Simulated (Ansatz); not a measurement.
An Ansatz (a first-principles code) run. Input:

Ansatz 0.2 input:
```yaml
crystal:
  lattice:
    - [5.0797429194, 0.0, 0.0]
    - [0.0, 5.0797429194, 0.0]
    - [0.0, 0.0, 4.2195334117]
  atoms:
    - { symbol: Si, position: [0.0, 0.5, 0.2708819594] }
    - { symbol: Si, position: [0.5, 0.0, 0.7291180406] }
    - { symbol: Te, position: [0.5, 0.5, 0.0] }
    - { symbol: Te, position: [0.0, 0.0, 0.0] }
kpoints:
  mp_grid: { grid: [8, 8, 10] }
hamiltonian:
  xc: r2scan
  dispersion: d4
  pseudopotentials: { kind: paw }
scf:
  occupations: { method: gaussian, width: 0.05 }
checkpoint: { read: metal.run }
output: { write_density: true, elf: true, volumetric_format: npy }
basis: { fft_grid_basis: typed }
```

Output (shortened):

```
Pseudopotential: Si, paw, valence charge 4
Pseudopotential: Te, paw, valence charge 16
Functional definition: r2SCAN
Crystal: 4 atoms, lattice volume = 108.880 Å³
Basis set: ecut = 500 eV, 2707 PW (Γ), exchange–correlation on 160×160×128 points (64 copies of the dense FFT grid, shifted against one another)
Bands: 28, of which v1, the nominal top of the filled ones, is band 20 counted from 1 (19 counted from 0)
Symmetry: 16 space group operations
Space group: P4/nmm (ITA 129), of the structure as read, at distance tolerance 4.8e-5 Å
k-points: 90 of 640
Stability of the state it starts from, as read at its close in the unpolarized treatment …
iter 1 solved again at ethr=3.31e-7 eV; its pass at ethr=3.10e-3 eV (dr2=1.32e-4 eV) is discarded
SCF iter   1: F=—  HF=-15266.159274 eV  |F-HF|=—  |Δ(HF+E_count)|=         —  Δρ=9.13e-7  dr2=4.19e-10  dr2_τ=4.41e-11  ethr=3.31e-7  ⟨swp⟩=3.1  Hψ=19499  notcnv=0
preconditioner: auto → Kerker (q_TF=auto, 2.309 Å⁻¹)
SCF iter   2: F=—  HF=-15266.159274 eV  |F-HF|=—  |Δ(HF+E_count)|=   2.53e-7  Δρ=4.04e-7  dr2=9.22e-11  dr2_τ=3.87e-11  ethr=1.05e-12  ⟨swp⟩=8.2  Hψ=12111  notcnv=0
SCF iter   3: F=-15266.159274 eV  HF=-15266.159274 eV  |F-HF|=3.64e-12  |Δ(HF+E_count)|=  1.82e-11  Δρ=2.73e-7  dr2=4.93e-11  dr2_τ=4.08e-12  ethr=1.00e-12  ⟨swp⟩=1.0  Hψ=5405  notcnv=0
SCF 1 converged in 3 iterations: F = -15266.159274 eV  dr2 = 4.93e-11
SCF converged after 3 iterations
Free energy (F): -15266.159274 eV
Harris-Foulkes:  -15266.159274 eV  (|F-HF|=3.64e-12)
Internal energy: -15266.158164 eV  (E = F + TS)
E sigma→0 (E₀):  -15266.158719 eV
Entropy (-TS):   -0.001110 eV (-0.277 meV/atom)
Fermi energy:    7.670403 eV
--- Per-component energies (eV) ---
  E_band       = -558.692278
  E_kinetic    = 435.303992
  E_local      = -2988.636423  (includes V_loc(G=0)·N_el)
  E_nonlocal   = -570.328288
  E_hartree    = 1826.802679
  E_xc         = -330.812886
  E_vxc        = -319.508945  (∫ρ·V_xc dr)
  E_paw        = -10410.496156  (= ΣΔE_a)
  E_vpaw       = -786.694794  (= ΣTr[D̂ρ^β])
  E_aug_tail   = -0.000057  (compensation charges beyond the density's cutoff)
  E_vtau       = 17.566908  (kinetic-family band-sum trace: ∫τ·v_τ [+ j·A + Jᵃ·Aᵃ] dr)
  E_ewald      = -3227.777956
  E_disp       = -0.629914  (pairwise vdW)
  E_core_change = 0.416845  (= ΣΔE_core)
  E_smearing   = -0.001110  (= −TS)
  E_closure    = 0.000000  (closes the sum)
  Σ components = -15266.159274   (vs F -15266.159274, Δ=0.00e0)
  [band-id]    e_kinetic+e_local+e_nonlocal+2·e_hartree+e_vxc+e_vpaw+e_augmentation_tail+e_vtau = -558.692249   (vs E_band -558.692278, Δ=2.92e-5)
--- Band table (eV; the first three rows and the last of 90) ---
  k-point 0: bands = ["-30.1921", "-30.1901", "-30.1789", "-30.1648", "-30.1466", "-30.1466", "-30.1423", "-30.1423", "-30.1372", "-30.1269", "-6.1312", "-3.0356", "0.4424", "1.9088", "1.9088", "3.5365", "5.4291", "5.4291", "6.1253", "7.2227", "7.9923", …
  k-point 1: bands = ["-30.1921", "-30.1901", "-30.1789", "-30.1648", "-30.1467", "-30.1467", "-30.1424", "-30.1424", "-30.1370", "-30.1267", "-6.0936", "-3.0106", "0.3626", "1.9515", "1.9515", "3.4376", "5.4407", "5.4407", "6.0585", "6.9879", "8.2538", …
  k-point 2: bands = ["-30.1921", "-30.1901", "-30.1788", "-30.1648", "-30.1468", "-30.1468", "-30.1425", "-30.1425", "-30.1366", "-30.1263", "-5.9904", "-2.9432", "0.1228", "2.0698", "2.0698", "3.2981", "5.4638", "5.4638", "5.8826", "6.4461", "8.5100", …
  k-point 89: bands = ["-30.1840", "-30.1840", "-30.1798", "-30.1798", "-30.1477", "-30.1477", "-30.1423", "-30.1423", "-30.1287", "-30.1287", "-4.0329", "-4.0329", "-0.9245", "-0.9245", "3.1923", "3.1923", "4.2352", "4.2352", "7.9994", "7.9994", "10.7678", …
```

Cost: very roughly 19 core-seconds on shared cores.

The start of the workflow was typed in or built on a structure type; neither database checked (COD, Materials Project) lists it. Its standing as an ambient phase is unchecked. The cell was relaxed with r²SCAN+D4 under the symmetry of its start; its stability against distortions is not shown here. Its formation energy is positive at this level, so the cell may be metastable or incomplete. Spin–orbit coupling is left out wherever it is not named.

Potentials: the later of the program's two PAW sets.

Ansatz is a plane-wave DFT program.
